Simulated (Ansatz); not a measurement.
**Relativistic treatment of Ag**

```
Ag
1.0
     0.00000    2.04310    2.04310
     2.04310    0.00000    2.04310
     2.04310    2.04310    0.00000
Ag
1
Cartesian
  0.0000 0.0000 0.0000
```

The cell is COD entry 9008459, as deposited and not checked against the literature; nothing was relaxed.

One fixed cell is solved with PBE by full-potential LAPW in Ansatz 0.2.0 under different relativistic treatments. Pressure is positive in compression.

The runs use a Γ-centred 15×15×15 k mesh, Fermi–Dirac smearing of 0.03 eV, basis error target 0.5 meV/atom, no spin polarisation.

```json
{"setting": "scalar-relativistic", "P (GPa)": "4.53"}
{"setting": "non-relativistic", "P (GPa)": "?"}
{"setting": "with spin–orbit coupling", "P (GPa)": "?"}
{"setting": "scalar-relativistic, inner shells corrected to Dirac", "P (GPa)": "4.55"}
```

Problem. Fill in "P (GPa)" for the row "non-relativistic".

Solution. 11.91.

Problem. What belongs in the row "with spin–orbit coupling", column "P (GPa)"?

Solution. 4.38.
